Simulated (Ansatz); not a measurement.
Ta2N:
```
Ta2N
1.0
    3.07495     0.00000     0.00000
   -1.53747     2.66298     0.00000
    0.00000     0.00000     4.89145
N Ta
1 2
Direct
  0.00000   0.00000   0.00000
  0.33333   0.66667   0.25650
  0.66667   0.33333   0.74350
```

Relaxed with r²SCAN.

Task: Map the valence electron density (e/Å³), cut off at 3 on the plane through (0.000, 0.000, 0.000) spanned by u = [0, 0, 1] and v = [1, -1, 0] in lattice vectors, from plane-wave PAW r²SCAN (Ansatz code).

Result: x is the fraction of u, y of v (the angle between them is 90°; rows are the nearest grid lines); atoms in the plane: N at (0.00, 0.00), Ta at (0.26, 0.33), Ta at (0.74, 0.67).
```
y \ x   0.000  0.0833  0.167  0.292  0.375  0.458  0.542  0.625  0.708  0.833  0.917   1.00
------  -----  ------  -----  -----  -----  -----  -----  -----  -----  -----  -----  -----
1.00     3.00    2.90  0.789  0.203  0.171  0.166  0.166  0.171  0.203  0.789   2.90   3.00
0.926    2.96    1.85  0.601  0.209  0.186  0.180  0.180  0.189  0.219  0.620   1.88   2.96
0.852   0.877   0.627  0.342  0.234  0.225  0.219  0.228  0.320  0.565  0.552  0.710  0.877
0.778   0.325   0.259  0.226  0.257  0.265  0.269  0.359   1.41   3.00   2.21  0.580  0.325
0.704   0.250   0.181  0.197  0.261  0.284  0.307  0.617   3.00   3.00   3.00   1.21  0.250
0.630   0.248   0.180  0.196  0.263  0.284  0.308  0.618   3.00   3.00   3.00   1.21  0.248
0.556   0.234   0.209  0.254  0.341  0.305  0.287  0.372   1.41   3.00   2.18  0.505  0.234
0.444   0.234   0.505   2.18   3.00   1.41  0.372  0.287  0.305  0.341  0.254  0.209  0.234
0.370   0.248    1.21   3.00   3.00   3.00  0.618  0.308  0.284  0.263  0.196  0.180  0.248
0.296   0.250    1.21   3.00   3.00   3.00  0.617  0.307  0.284  0.261  0.197  0.181  0.250
0.222   0.325   0.580   2.21   3.00   1.41  0.359  0.269  0.265  0.257  0.226  0.259  0.325
0.148   0.877   0.710  0.552  0.565  0.320  0.228  0.219  0.225  0.234  0.342  0.627  0.877
0.0741   2.96    1.88  0.620  0.219  0.189  0.180  0.180  0.186  0.209  0.601   1.85   2.96
0.000    3.00    2.90  0.789  0.203  0.171  0.166  0.166  0.171  0.203  0.789   2.90   3.00
```

The density is the valence pseudo-density with augmentation charge, so density and ELF within about 1 Å of a nucleus are not all-electron values.

Space group P-3m1 (anti-CdI2 type). The cell was relaxed with r²SCAN under the symmetry of its start. No spin polarisation was allowed. The volume moved by 19 % from the start of the relaxation. Spin–orbit coupling is left out wherever it is not named.

Potentials: the later of the program's two PAW sets.
